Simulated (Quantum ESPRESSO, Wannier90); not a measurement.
Tight-binding from DFT: Si (P6₃/mmc, model phase)

```
Si
1.0
    3.83132     0.00000     0.00000
   -1.91566     3.31802     0.00000
    0.00000     0.00000     6.33262
Si
4
Direct
  0.33333   0.66667   0.06301
  0.66667   0.33333   0.93699
  0.66667   0.33333   0.56301
  0.33333   0.66667   0.43699
```

Cell from Materials Project (mp-165), symmetrised, no further relaxation. This isn't the element's usual structure (diamond); take it as a model of another phase. Level: PBEsol, no spin polarisation, no spin-orbit coupling; pw.x of Quantum ESPRESSO at 29 Ry with PseudoDojo potentials, 12×12×6 k-points, Wannier90. Density: 12×12×6 mesh, Gaussian smearing 0.01 Ry.

The plane-wave run has 26 bands and 16 electrons a cell. On the energy scale of pw.x, whose zero is arbitrary, the valence-band maximum lies at 6.38 eV.

Input w.win, without the blocks of cell, atoms and k-points (864 lines):

```
num_bands = 25
num_wann = 16
num_iter = 1000
conv_tol = 1.0e-6
conv_window = 4
dis_num_iter = 1000
dis_conv_tol = 1.0e-6
dis_froz_max = 8.19
write_hr = true
write_u_matrices = true
begin projections
f=0.32638,-0.33750,0.05602: s;p
f=-0.33553,0.32886,-0.07055: s;p
f=-0.31842,0.34265,-0.43719: s;p
f=0.34128,-0.34045,0.43716: s;p
end projections
mp_grid = 12 12 6
```

Problem. Check the input against the numbers above: what is wrong, and how is it mended?

Solution. wannier90.x stops with:
```
w90_wannier90_readwrite_read: mismatch in w.eig
```
num_bands differs from the number of bands in the files, which is the number computed minus those excluded. Mended as below, all else unchanged, the run goes through (Ω_I = 29.1 Å²) and follows the plane-wave bands to 5.4 meV rms (states up to 1.3 eV relative to the valence-band maximum).
```
num_bands = 26
```
